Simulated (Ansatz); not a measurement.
**Field gradients of Mg2CrIn3S8 from run to run**

Cell of run 1: a Materials Project structure (computed, not necessarily an observed phase), atoms as given.

Space group R-3m:H (No. 166); a = 7.5979, c = 18.4954 Å, γ = 120.00°.

| site | Wyckoff | site symmetry | x | y | z |
| --- | --- | --- | --- | --- | --- |
| Mg | 6c | 3m | 0.0000 | 0.0000 | 0.8752 |
| Cr | 3b | -3m | 0.0000 | 0.0000 | 0.5000 |
| In | 9e | .2/m | 0.1667 | 0.8333 | 0.3333 |
| S7 | 18h | .m | 0.1508 | 0.8492 | 0.5795 |
| S9 | 6c | 3m | 0.0000 | 0.0000 | 0.2569 |

One atom of each set is listed; the run and its k-mesh use a cell of 14 atoms with edges of 7.57, 7.57, 7.57 Å.

Relaxed positions (PBE, cell held):

Mg (0.0000, 0.0000, 0.8745)
Cr (0.0000, 0.0000, 0.5000)
In (0.1667, 0.8333, 0.3333)
S7 (0.1510, 0.8490, 0.5791)
S9 (0.0000, 0.0000, 0.2575)

All runs are DFT with Ansatz 0.2.0 (plane waves and PAW, scalar-relativistic unless spin–orbit coupling is named, Γ-centred meshes, Fermi–Dirac smearing where given) in this cell. Start moments of run 1 as typed (μB): 3 on each Cr, none on the rest.

Run 1: PBE, with a start moment, atoms as given; 420 eV, 5×5×5 k-points, smearing 0.02 eV.
Run 2: PBE, with a start moment, atoms relaxed; 420 eV, 5×5×5 k-points, smearing 0.02 eV.
Run 3: r2SCAN, with a start moment, at the relaxed atoms; 500 eV, 5×5×5 k-points, smearing 0.02 eV.
Run 4: PBE+U, with a start moment, at the relaxed atoms; 420 eV, 5×5×5 k-points, smearing 0.02 eV (U = 2.5 eV on Cr d).

```json
{"run": "1", "Mg V_zz (η)": "0.19 (0.00)", "Cr V_zz (η)": "-0.51 (0.00)", "In V_zz (η)": "2.56 (0.53)", "S7 V_zz (η)": "1.67 (0.07)", "S9 V_zz (η)": "-0.53 (0.00)", "absolute moment (μB)": "3.7"}
{"run": "2", "Mg V_zz (η)": "0.18 (0.00)", "Cr V_zz (η)": "-0.50 (0.00)", "In V_zz (η)": "2.77 (0.63)", "S7 V_zz (η)": "1.62 (0.09)", "S9 V_zz (η)": "-0.62 (0.00)", "absolute moment (μB)": "3.6"}
{"run": "3", "Mg V_zz (η)": "?", "Cr V_zz (η)": "?", "In V_zz (η)": "?", "S7 V_zz (η)": "?", "S9 V_zz (η)": "?", "absolute moment (μB)": "?"}
{"run": "4", "Mg V_zz (η)": "0.19 (0.00)", "Cr V_zz (η)": "-0.52 (0.00)", "In V_zz (η)": "2.93 (0.54)", "S7 V_zz (η)": "1.76 (0.11)", "S9 V_zz (η)": "-0.61 (0.00)", "absolute moment (μB)": "3.9"}
```

V_zz in 10²¹ V/m².

Problem. Estimate the row of run 3.

Solution. Mg: 0.17 (0.00); Cr: -0.36 (0.00); In: 2.78 (0.59); S7: 1.60 (0.07); S9: -0.78 (0.00); absolute moment (μB): 3.7. It lies nearest to run 2, from whose tensors on these sites it differs by 0.16 at most (largest principal value of the difference, on S9). Taken one at a time, the positions of the atoms (as given or relaxed) move the tensors on these sites by up to 0.39 (largest principal value of the change, on In), the Hubbard term by 0.18 (In), the functional (r2SCAN with its higher cutoff) by 0.16 (S9).

Without spin–orbit coupling (the program notes it for In) the gradients can shift somewhat, as the gap is small. The magnetic order is the one that the run reached from its start moments, not necessarily the measured one. Without spin–orbit coupling (the program notes it for In) the gradients are little affected as a rule: paired runs on crystals with a gap mostly move them by under 2 % at such atoms. For runs 1, 2, 3, 4: All moments are parallel here, as the start or the cell imposes; many such compounds order antiparallel, where fields and spin densities carried over to other atoms largely cancel. In run 3 the program didn't check the stability of the electronic state in full, so a lower one may lie near.
